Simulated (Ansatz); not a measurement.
TaAs in space group P6/mmm (No. 191; Ta on 3f, As on 1a, As on 2d) under volume change, HSE06 (plane waves, PAW; program Ansatz), shape and atoms relaxed at each volume.

```
V (Å³/atom)  E − E(relaxed) (meV/atom)  P (GPa)
-----------  -------------------------  -------
17.518                            90.9    17.96
18.096                            38.7    11.21
18.673                             [?]      [?]
19.251                             0.0     0.00
19.828                             8.3    -4.46
20.406                            31.3    -8.20
20.983                             [?]      [?]
```

**Question.** Fill in the missing entries.

**Answer.** 
- 18.673, E − E(relaxed) (meV/atom): 9.2
- 18.673, P (GPa): 5.24
- 20.983, E − E(relaxed) (meV/atom): 66.6
- 20.983, P (GPa): -11.28

**Question.** What does a third-order Birch–Murnaghan fit give for V₀, B₀ and B′?

**Answer.** V₀ = 19.26 Å³/atom, B₀ = 158 GPa, B′ = 4.0.

The cell is a constructed one: a structure type filled with these elements; neither database checked (COD, Materials Project) lists it. It is not the phase usual at ambient conditions (space group No. 109). Symmetry was held in the HSE06 relaxation; its stability against distortions is not shown here. No spin polarisation was allowed. The hybrid run found no gap, on a coarse k-mesh. Scalar-relativistic: spin–orbit coupling is off unless named, which matters more the heavier the elements.

Potentials: the later of the program's two PAW sets.
